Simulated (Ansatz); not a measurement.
GaP with Zn replacing Ga: do the settings matter for the field gradients?

Cell: a supercell of GaP (zinc blende type, F-43m) built from a structure deposited in the COD, with all atoms left at the host's positions.

```yaml
crystal:
  lattice:
    - [0.00000, 8.17575, 8.17575]
    - [8.17575, 0.00000, 8.17575]
    - [8.17575, 8.17575, 0.00000]
  atoms:
    - { symbol: Zn, position: [0.00000, 0.00000, 0.00000] }
    - { symbol: Ga, position: [0.00000, 0.00000, 0.33333] }
    - { symbol: Ga, position: [0.00000, 0.00000, 0.66667] }
    - { symbol: Ga, position: [0.00000, 0.33333, 0.00000] }
    - { symbol: Ga, position: [0.00000, 0.33333, 0.33333] }
    - { symbol: Ga, position: [0.00000, 0.33333, 0.66667] }
    - { symbol: Ga, position: [0.00000, 0.66667, 0.00000] }
    - { symbol: Ga, position: [0.00000, 0.66667, 0.33333] }
    - { symbol: Ga, position: [0.00000, 0.66667, 0.66667] }
    - { symbol: Ga, position: [0.33333, 0.00000, 0.00000] }
    - { symbol: Ga, position: [0.33333, 0.00000, 0.33333] }
    - { symbol: Ga, position: [0.33333, 0.00000, 0.66667] }
    - { symbol: Ga, position: [0.33333, 0.33333, 0.00000] }
    - { symbol: Ga, position: [0.33333, 0.33333, 0.33333] }
    - { symbol: Ga, position: [0.33333, 0.33333, 0.66667] }
    - { symbol: Ga, position: [0.33333, 0.66667, 0.00000] }
    - { symbol: Ga, position: [0.33333, 0.66667, 0.33333] }
    - { symbol: Ga, position: [0.33333, 0.66667, 0.66667] }
    - { symbol: Ga, position: [0.66667, 0.00000, 0.00000] }
    - { symbol: Ga, position: [0.66667, 0.00000, 0.33333] }
    - { symbol: Ga, position: [0.66667, 0.00000, 0.66667] }
    - { symbol: Ga, position: [0.66667, 0.33333, 0.00000] }
    - { symbol: Ga, position: [0.66667, 0.33333, 0.33333] }
    - { symbol: Ga, position: [0.66667, 0.33333, 0.66667] }
    - { symbol: Ga, position: [0.66667, 0.66667, 0.00000] }
    - { symbol: Ga, position: [0.66667, 0.66667, 0.33333] }
    - { symbol: Ga, position: [0.66667, 0.66667, 0.66667] }
    - { symbol: P, position: [0.08333, 0.08333, 0.08333] }
    - { symbol: P, position: [0.08333, 0.08333, 0.41667] }
    - { symbol: P, position: [0.08333, 0.08333, 0.75000] }
    - { symbol: P, position: [0.08333, 0.41667, 0.08333] }
    - { symbol: P, position: [0.08333, 0.41667, 0.41667] }
    - { symbol: P, position: [0.08333, 0.41667, 0.75000] }
    - { symbol: P, position: [0.08333, 0.75000, 0.08333] }
    - { symbol: P, position: [0.08333, 0.75000, 0.41667] }
    - { symbol: P, position: [0.08333, 0.75000, 0.75000] }
    - { symbol: P, position: [0.41667, 0.08333, 0.08333] }
    - { symbol: P, position: [0.41667, 0.08333, 0.41667] }
    - { symbol: P, position: [0.41667, 0.08333, 0.75000] }
    - { symbol: P, position: [0.41667, 0.41667, 0.08333] }
    - { symbol: P, position: [0.41667, 0.41667, 0.41667] }
    - { symbol: P, position: [0.41667, 0.41667, 0.75000] }
    - { symbol: P, position: [0.41667, 0.75000, 0.08333] }
    - { symbol: P, position: [0.41667, 0.75000, 0.41667] }
    - { symbol: P, position: [0.41667, 0.75000, 0.75000] }
    - { symbol: P, position: [0.75000, 0.08333, 0.08333] }
    - { symbol: P, position: [0.75000, 0.08333, 0.41667] }
    - { symbol: P, position: [0.75000, 0.08333, 0.75000] }
    - { symbol: P, position: [0.75000, 0.41667, 0.08333] }
    - { symbol: P, position: [0.75000, 0.41667, 0.41667] }
    - { symbol: P, position: [0.75000, 0.41667, 0.75000] }
    - { symbol: P, position: [0.75000, 0.75000, 0.08333] }
    - { symbol: P, position: [0.75000, 0.75000, 0.41667] }
    - { symbol: P, position: [0.75000, 0.75000, 0.75000] }
```

Sites (sets of like atoms) are named by element and the number of their first atom in this list.

Reference run. The numbers come from a DFT calculation in Ansatz (PBE, plane waves and PAW, scalar-relativistic, 420 eV cutoff, Γ-centred 2×2×2 k-points, Fermi–Dirac smearing 0.01 eV, cell charge -1).

Problem. The input is changed as follows: `kpoints.mp_grid.shift`: not typed → [0.5, 0.5, 0.5]; `scf.occupations.method`: fermi_dirac → gaussian; `scf.occupations.width`: 0.01 → 0.005; `total_charge`: -1 → -2. What happens to V_zz (10²¹ V/m²) and η?

Solution. 

```json
{"site": "Zn", "atom": "1", "V_zz reference": "0.00", "η reference": "–", "V_zz changed": "0.15", "η changed": "0.00"}
{"site": "Ga3", "atom": "3", "V_zz reference": "-1.31", "η reference": "0.39", "V_zz changed": "-1.07", "η changed": "0.46"}
{"site": "Ga5", "atom": "5", "V_zz reference": "0.34", "η reference": "0.00", "V_zz changed": "-0.17", "η changed": "0.85"}
{"site": "Ga9", "atom": "9", "V_zz reference": "0.28", "η reference": "0.00", "V_zz changed": "0.15", "η changed": "0.74"}
{"site": "P28", "atom": "28", "V_zz reference": "-3.95", "η reference": "0.00", "V_zz changed": "-3.50", "η changed": "0.00"}
{"site": "P30", "atom": "30", "V_zz reference": "-3.95", "η reference": "0.00", "V_zz changed": "-3.93", "η changed": "0.08"}
{"site": "P29", "atom": "29", "V_zz reference": "-0.80", "η reference": "0.45", "V_zz changed": "-0.64", "η changed": "0.35"}
{"site": "P33", "atom": "33", "V_zz reference": "0.38", "η reference": "0.38", "V_zz changed": "-0.28", "η changed": "0.43"}
{"site": "P36", "atom": "36", "V_zz reference": "0.38", "η reference": "0.38", "V_zz changed": "0.35", "η changed": "0.85"}
{"site": "P41", "atom": "41", "V_zz reference": "-0.062", "η reference": "0.00", "V_zz changed": "0.21", "η changed": "0.00"}
{"site": "P42", "atom": "42", "V_zz reference": "-0.062", "η reference": "0.00", "V_zz changed": "0.24", "η changed": "0.23"}
{"site": "P54", "atom": "54", "V_zz reference": "0.00", "η reference": "–", "V_zz changed": "0.28", "η changed": "0.00"}
```

The largest change of V_zz along a kept axis is on P28, from -3.95 to -3.50. In per cent, |V_zz| changes by -11 to 0 on P (all sites that start above 2). Where |V_zz| stays above 0.1 and the axes keep their order, η moves most on Ga9, from 0.00 to 0.74. V_zz changes sign on P41 (same axis). On P33, Ga5, P42, Ga15 (not all in the table) the largest principal value lies along another axis in the second run, so the two V_zz can't be compared directly. The table leaves out 8 of the 20 sites, with |V_zz| up to 1.32; their tensors move by 0.21 at most along any direction. The statements above cover all sites. The changed cell holds a charge of -2 on a uniform background, so it isn't the same centre. It has an odd number of electrons and no spin polarisation, so the extra carrier is shared by both spins and spread out, where a real one carries spin and can localise. The gap no longer holds the Fermi energy in the changed run, so its gradients also hang on the k-mesh and the smearing. Symmetry makes η zero on Ga5, Ga9, P30, P42; the changed mesh lacks the crystal's symmetry, and the η that it gives there is an artefact. SCF iterations: 10 and 22. New warnings: symmetry narrowed by mesh.

On the reference run: The defect repeats with the cell of 54 atoms, so it feels its images: sites between two images don't show the values beside a lone defect, and zeros or small values of η there can come from the images' arrangement. A uniform background compensates the cell's charge. The neighbours have not yet relaxed around the defect (largest force 0.38 eV/Å), so a real crystal will differ.
